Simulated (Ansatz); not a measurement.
# Diamond alloy of Si and C (8 of 64 Si sites exchanged), 64 atoms

Ansatz, PAW, plane waves. PBEsol relaxation of volume and atoms (shape held) at the single k point (½, ½, ½); single points on the relaxed atoms at the Γ point alone, onto which points of the small cell's zone fold. Arrangement: quasirandom. No spin–orbit coupling unless named.

Relaxed structure:

```
Si C
1.0
    10.33540    0.00000    0.00000
     0.00000   10.33540    0.00000
     0.00000    0.00000   10.33540
Si C
56 8
Direct
  0.99750 0.99637 0.99617
  0.00235 0.00329 0.50315
  0.00489 0.49958 0.99893
  0.48248 0.01721 0.99135
  0.49735 0.98846 0.49497
  0.48427 0.50743 0.99278
  0.51188 0.48723 0.48454
  0.13047 0.12652 0.11852
  0.11545 0.14421 0.64394
  0.10659 0.63935 0.14304
  0.62941 0.12707 0.12116
  0.61746 0.13263 0.62228
  0.60303 0.63593 0.14499
  0.62771 0.61874 0.62020
  0.26438 0.24007 0.97388
  0.24414 0.25487 0.50256
  0.24738 0.74100 0.00344
  0.23353 0.71996 0.51399
  0.75914 0.24979 0.99036
  0.74187 0.27590 0.49173
  0.74955 0.75124 0.01497
  0.75389 0.74374 0.48830
  0.37513 0.37004 0.12614
  0.35393 0.39269 0.63482
  0.39201 0.85731 0.13086
  0.35844 0.87635 0.62849
  0.86726 0.38014 0.12815
  0.90921 0.38621 0.62059
  0.89570 0.85262 0.14954
  0.87924 0.86711 0.62215
  0.25123 0.98532 0.24863
  0.26106 0.02417 0.76917
  0.24703 0.50727 0.25274
  0.74949 0.98743 0.24866
  0.75969 0.00886 0.74676
  0.73734 0.49282 0.27543
  0.75676 0.49266 0.74727
  0.37753 0.12819 0.37253
  0.39265 0.63680 0.36136
  0.33504 0.60216 0.84711
  0.86558 0.12834 0.37750
  0.90074 0.15108 0.85053
  0.90939 0.61635 0.38963
  0.87599 0.62833 0.87410
  0.00142 0.25907 0.25605
  0.02239 0.72431 0.72809
  0.52494 0.26853 0.26683
  0.47337 0.23987 0.76628
  0.49062 0.74332 0.75202
  0.11388 0.40018 0.39943
  0.12737 0.37921 0.83638
  0.10947 0.84965 0.36995
  0.13140 0.87276 0.86863
  0.61808 0.37233 0.87534
  0.60779 0.85291 0.35470
  0.62389 0.88448 0.87993
  0.02618 0.51260 0.52542
  0.12654 0.59335 0.62176
  0.21922 0.50531 0.71939
  0.37484 0.12414 0.87864
  0.00795 0.26703 0.73734
  0.00018 0.73774 0.26255
  0.49591 0.75057 0.24697
  0.62887 0.37871 0.38212
```

(1) What are the mean bond lengths by pair (pairs within 1.2 times the sum of covalent radii, less contacts 15 % beyond the pair's median; cation–cation pairs of compounds aside; long ionic contacts are cut short by that bound)?

(2) What gap lies between the top filled and the lowest empty level in the single points?

Answers

(1) C–C 1.662 ± 0.000 Å (standard deviation, 2 bonds); C–Si 1.984 ± 0.049 Å (standard deviation, 28 bonds); Si–Si 2.339 ± 0.049 Å (standard deviation, 98 bonds).

(2) HSE06 0.66 eV (17 s on NVIDIA GB300). An indirect band minimum needn't fold onto Γ of this cell; where it doesn't, these gaps are too wide.
